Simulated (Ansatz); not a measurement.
**Lu5P4: input and output**

The input, for Ansatz 0.2.0 (plane waves, PAW):

```yaml
crystal:
  lattice:
    - [0.0, 0.0, 3.55736]
    - [5.081239, -5.081239, 1.77868]
    - [5.081239, 5.081239, -1.77868]
  atoms:
    - { symbol: Lu, position: [0.0, 0.0, 0.0] }
    - { symbol: P, position: [0.284, 0.7678, 0.3358] }
    - { symbol: P, position: [0.0518, 0.6642, 0.7678] }
    - { symbol: P, position: [0.716, 0.2322, 0.6642] }
    - { symbol: P, position: [0.9482, 0.3358, 0.2322] }
    - { symbol: Lu, position: [0.3682, 0.9368, 0.6732] }
    - { symbol: Lu, position: [0.305, 0.3268, 0.9368] }
    - { symbol: Lu, position: [0.6318, 0.0632, 0.3268] }
    - { symbol: Lu, position: [0.695, 0.6732, 0.0632] }
  symmetry: { tolerance: 0.0003 }
kpoints:
  mp_grid: { grid: [3, 3, 3], shift: [0, 0, 0] }
magnetization:
  spin_polarized: false
scf:
  occupations: { method: fermi_dirac }
hamiltonian:
  pseudopotentials: { kind: paw }
  xc: pbe0
basis:
  ecutwfc: 420
  fft_grid_basis: typed
output:
  forces: true
  stress: true
  eigenvalues: true
  bader: true
  populations: true
  elf: true
  write_potential: true
  volumetric_format: npy
  dos:
    e_range: [-12, 8]
    de: 0.05
    projected: { site_lists: { Lu: [Lu], P: [P] } }
```

Output (shortened):

```
SCF iter   1: F=—  Δρ=7.94e-3  dr2=4.56e-1
SCF iter   2: F=—  Δρ=4.18e-3  dr2=1.25e-1  defer=7
SCF iter   3: F=—  Δρ=2.42e-3  dr2=2.48e-2  defer=4
SCF iter   4: F=—  Δρ=1.27e-3  dr2=3.89e-3  defer=2
SCF iter   5: F=—  Δρ=9.64e-4  dr2=4.68e-3
SCF iter   6: F=—  Δρ=5.10e-4  dr2=1.39e-3
SCF iter   7: F=—  Δρ=1.75e-4  dr2=2.40e-4
SCF iter   8: F=—  Δρ=1.12e-4  dr2=7.74e-5
SCF iter   9: F=—  Δρ=5.69e-5  dr2=1.47e-5
SCF iter  10: F=—  Δρ=2.82e-5  dr2=2.08e-6
…
SCF iter   6: F=—  Δρ=2.68e-6  dr2=1.33e-8  defer=1
SCF iter   7: F=—  Δρ=8.04e-7  dr2=2.25e-9  defer=3
SCF iter   8: F=—  Δρ=4.22e-7  dr2=4.09e-10 (applied; sched 1.27e-12)  defer=1
SCF iter   9: F=-76680.0142 eV  Δρ=1.15e-7  dr2=6.70e-11 (applied; sched 1.00e-12)
hybrid outer 4: dexx = +3.289e-5 eV, tail = 1.74e-7 eV, Δε = 1.54e-2 eV (about 1.40e-3 eV left of the loop's levels), ΔF = 5.01e-3 eV/Å (tail 8.64e-4)
SCF iter   1: F=—  Δρ=7.78e-7  dr2=3.81e-9
SCF iter   2: F=—  Δρ=8.41e-7  dr2=4.16e-9 (applied; sched 1.98e-12)  defer=1
SCF iter   3: F=—  Δρ=4.94e-7  dr2=9.43e-10  defer=1
SCF iter   4: F=-76680.0142 eV  Δρ=2.15e-7  dr2=2.30e-10 (applied; sched 1.00e-12)
hybrid outer 5: dexx = +5.585e-9 eV, tail = 1.34e-9 eV, Δε = 7.70e-5 eV (about 3.33e-5 eV left of the loop's levels), ΔF = 4.70e-5 eV/Å (tail 3.28e-4)
Free energy (F): -76680.0142 eV
Frozen-core exchange: fock
Harris-Foulkes:  -76680.0142 eV  (|F-HF|=2.62e-10)
Internal energy: -76679.9297 eV  (E = F + TS)
E sigma→0 (E₀):  -76679.9720 eV
Entropy (-TS):   -0.0845 eV (-9.388 meV/atom)
Fermi energy:    13.9329 eV
--- Per-component energies (eV) ---
  E_band       = -179.3175
  E_kinetic    = 2395.2760
  E_local      = -40500.6293  (includes V_loc(G=0)·N_el)
  E_nonlocal   = 2961.3334
  E_hartree    = 17562.9464
  E_xc         = -1040.0339
  E_vxc        = -1195.6007  (∫ρ·V_xc dr)
  E_exx        = -625.2783  (= α·E_x^exact, valence–valence)
  E_paw        = -38776.3084  (= ΣΔE_a)
  E_vpaw       = 2284.9648  (= ΣTr[D̂ρ^β])
  E_aug_tail   = 0.0002  (compensation charges beyond the density's cutoff)
  E_ewald      = -18665.1600
  E_core_change = 7.9240  (= ΣΔE_core)
  E_smearing   = -0.0845  (= −TS)
--- Stress (GPa, compression-positive) ---
       10.1845       0.0000       0.0000
        0.0000      10.1845       0.0000
        0.0000       0.0000      28.1485
  P = ⅓ Tr σ = 16.1725 GPa (161.725 kbar)
--- Bader charges: 9 sites ---
  site symbol  charge [e]  shift [e]
     0     Lu      0.5963     0.0000
     1      P     -1.6003     0.0003
     2      P     -1.6003     0.0003
     3      P     -1.6003     0.0003
     4      P     -1.6003     0.0003
     5     Lu      1.4512     0.0003
     6     Lu      1.4512     0.0003
     7     Lu      1.4512     0.0003
     8     Lu      1.4512     0.0003
```

Origin: a known structure type with other elements, at an estimated volume, so it need not be a known compound. Caveats: the exchange threshold is loose for a stress; the SCF threshold is loose for a stress; hybrid functional on a coarse k mesh; atoms or cell far from equilibrium.
